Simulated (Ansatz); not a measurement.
BP:
```
BP
1.0
    3.18009     0.00000     0.00000
   -1.59005     2.75404     0.00000
    0.00000     0.00000     7.87223
B P
2 2
Cartesian
  0.00000   1.83603   1.96806
  1.59005   0.91801   5.90417
  1.59005   0.91801   1.96806
  0.00000   1.83603   5.90417
```

Relaxed with LDA.

### Question
Which orbitals make up the states near the band edges in DFT-LDA in the program Ansatz with PAW potentials?

### Answer
Top 1 eV of the valence band: P 3p 76 %, B 2p 23 %. Bottom 1 eV of the conduction band: B 2p 69 %, P 3p 24 %, outside the projected shells 7 %. Projections are on Löwdin-orthogonalised atomic valence shells; empty p or d shells of many metals are not among them.

### Question
Tabulate the density of states.

### Answer
States/eV per cell of 4 atoms, in 0.25 eV bins, energy from the valence-band maximum.

```tsv
E (eV)	total	P 3p	B 2p	B 2s
-7.87	2.14	1.12	0.23	0.69
-7.62	1.21	0.60	0.19	0.33
-7.37	0.96	0.47	0.18	0.24
-7.12	0.86	0.41	0.18	0.20
-6.87	0.74	0.35	0.16	0.16
-6.62	0.71	0.33	0.17	0.14
-6.37	0.95	0.45	0.30	0.13
-6.12	1.08	0.51	0.38	0.12
-5.87	1.08	0.51	0.39	0.12
-5.62	1.15	0.54	0.43	0.12
-5.37	1.15	0.54	0.44	0.11
-5.12	1.32	0.62	0.53	0.10
-4.87	1.55	0.73	0.65	0.10
-4.62	1.88	0.90	0.80	0.10
-4.37	1.68	0.80	0.74	0.07
-4.12	2.08	1.00	0.94	0.07
-3.87	3.01	1.46	1.41	0.07
-3.62	2.58	1.26	1.20	0.06
-3.37	2.02	1.01	0.94	0.04
-3.12	2.09	1.04	0.98	0.03
-2.87	1.89	0.96	0.88	0.03
-2.62	2.02	1.02	0.95	0.02
-2.37	1.81	0.93	0.84	0.01
-2.12	1.83	0.95	0.85	0.01
-1.87	1.76	0.95	0.79	0.00
-1.62	1.19	0.72	0.46	0.00
-1.37	1.08	0.67	0.40	0.00
-1.12	1.01	0.65	0.35	0.00
-0.87	0.91	0.62	0.29	0.00
-0.62	0.83	0.61	0.22	0.00
-0.37	0.62	0.50	0.12	0.00
-0.12	0.40	0.36	0.03	0.00
0.13	0.00	0.00	0.00	0.00
0.38	0.00	0.00	0.00	0.00
0.63	0.34	0.04	0.28	0.00
0.88	0.97	0.17	0.73	0.00
1.13	0.81	0.22	0.54	0.00
1.38	0.84	0.26	0.51	0.00
1.63	0.90	0.30	0.53	0.00
1.88	0.96	0.34	0.54	0.00
2.13	1.03	0.38	0.57	0.00
2.38	0.88	0.33	0.47	0.01
2.63	0.82	0.29	0.40	0.03
2.88	1.23	0.32	0.44	0.18
3.13	1.85	0.39	0.53	0.35
3.38	1.99	0.41	0.56	0.32
3.63	2.24	0.44	0.60	0.30
3.88	2.38	0.47	0.67	0.27
4.13	2.56	0.55	0.79	0.23
4.38	2.81	0.67	0.91	0.18
4.63	1.96	0.44	0.60	0.13
4.88	1.88	0.48	0.59	0.10
5.13	1.82	0.41	0.50	0.09
5.38	2.25	0.43	0.53	0.13
```

Space group P6_3/mmc. The start of the workflow was typed in or built on a structure type; neither database checked (COD, Materials Project) lists it. It is not the phase usual at ambient conditions (space group No. 216). Symmetry was held in the LDA relaxation; phonons show weakly imaginary modes. A crystal of weakly bound layers computed without a dispersion correction: the cell and the soft elastic constants depend strongly on that.

Potentials: the later of the program's two PAW sets.
